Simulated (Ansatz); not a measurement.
Computed with Ansatz, DFT PBE, scalar-relativistic, plane waves, PAW. Settings: cutoff 420 eV, Γ-centred meshes spaced at most about 0.3 Å⁻¹, and about 0.25 Å⁻¹ or finer for metals (2π included), Gaussian smearing. No spin polarisation in the final relaxations.

All energies are static (0 K, no zero-point motion). All come from trial cells, and lower structures may exist.

Question: Which of these relaxed structures of SiPd3Pt is the lowest in energy?
A.

```cif
data_structure
_symmetry_space_group_name_H-M 'Pm-3m'
_symmetry_Int_Tables_number 221
_cell_length_a 4.4475
_cell_length_b 4.4475
_cell_length_c 4.4475
_cell_angle_alpha 90.000
_cell_angle_beta 90.000
_cell_angle_gamma 90.000
_cell_volume 87.97
loop_
_atom_site_label
_atom_site_type_symbol
_atom_site_symmetry_multiplicity
_atom_site_Wyckoff_symbol
_atom_site_fract_x
_atom_site_fract_y
_atom_site_fract_z
_atom_site_occupancy
Si1 Si 1 b 0.50000 0.50000 0.50000 1
Pd1 Pd 3 c 0.00000 0.50000 0.50000 1
Pt1 Pt 1 a 0.00000 0.00000 0.00000 1
```

B.

```cif
data_structure
_symmetry_space_group_name_H-M 'Pm-3m'
_symmetry_Int_Tables_number 221
_cell_length_a 4.8595
_cell_length_b 4.8595
_cell_length_c 4.8595
_cell_angle_alpha 90.000
_cell_angle_beta 90.000
_cell_angle_gamma 90.000
_cell_volume 114.75
loop_
_atom_site_label
_atom_site_type_symbol
_atom_site_symmetry_multiplicity
_atom_site_Wyckoff_symbol
_atom_site_fract_x
_atom_site_fract_y
_atom_site_fract_z
_atom_site_occupancy
Si1 Si 1 a 0.00000 0.00000 0.00000 1
Pd1 Pd 3 c 0.00000 0.50000 0.50000 1
Pt1 Pt 1 b 0.50000 0.50000 0.50000 1
```

C.

```cif
data_structure
_symmetry_space_group_name_H-M 'P6/mmm'
_symmetry_Int_Tables_number 191
_cell_length_a 5.1627
_cell_length_b 5.1627
_cell_length_c 4.4855
_cell_angle_alpha 90.000
_cell_angle_beta 90.000
_cell_angle_gamma 120.000
_cell_volume 103.54
loop_
_atom_site_label
_atom_site_type_symbol
_atom_site_symmetry_multiplicity
_atom_site_Wyckoff_symbol
_atom_site_fract_x
_atom_site_fract_y
_atom_site_fract_z
_atom_site_occupancy
Si1 Si 1 a 0.00000 0.00000 0.00000 1
Pd1 Pd 3 f 0.50000 0.00000 0.00000 1
Pt1 Pt 1 b 0.00000 0.00000 0.50000 1
```

Answer: A. It has the antiperovskite type, space group Pm-3m (No. 221); the next, C, with space group P6/mmm (No. 191), lies 102 meV/atom higher. Counting Pd or Pt atoms around Si (for each partner element, those within 1.25 times its shortest distance or 1.15 times the sum of covalent radii, where it is the nearest in units of that sum or under 1.3; a plus sign parts groups by distance over the sum of covalent radii), the lowest has Si 6 and the next has Si 2+6. Even the lowest lies +0.23 eV/atom against the elements.

These runs have no spin–orbit coupling, which can matter for Pt. Cells relaxed within their symmetry can be saddle points. Some structure types and database cells were kept out of the candidates from the start, so a known form may be missing.
